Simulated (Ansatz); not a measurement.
Given:

CdSe:
```cif
data_Cd4Se4
_chemical_formula_sum 'Se4 Cd4'
_space_group_name_H-M_alt 'F-43m'
_space_group_IT_number 216
_space_group_name_Hall 'F -4 2 3'
_cell_length_a 6.08179
_cell_length_b 6.08179
_cell_length_c 6.08179
_cell_angle_alpha 90.000
_cell_angle_beta 90.000
_cell_angle_gamma 90.000
loop_
_atom_site_label
_atom_site_type_symbol
_atom_site_symmetry_multiplicity
_atom_site_Wyckoff_symbol
_atom_site_fract_x
_atom_site_fract_y
_atom_site_fract_z
_atom_site_occupancy
Se1 Se 4 c 0.25000 0.25000 0.25000 1
Cd1 Cd 4 a 0.00000 0.00000 0.00000 1
```
(The calculation used a cell of 2 atoms; values per cell refer to that cell.)

This is the PBEsol-relaxed structure.

Q: All from plane-wave PAW PBEsol (Ansatz code), unless another level is named. Predict the electron effective mass.

A: 0.048 mₑ (isotropic).

Q: Give the HSE06 gap on the PBEsol cell.

A: 1.55 eV.

Q: And the band gap?

A: 0.48 eV (direct).

Q: Predict the weight of the valence-edge state by species (Voronoi cells).

A: Se 82 %, Cd 18 %.

The PBEsol relaxation kept the symmetry of its start. Scalar-relativistic: spin–orbit coupling is off unless named, which matters more the heavier the elements.

Potentials: the later of the program's two PAW sets.
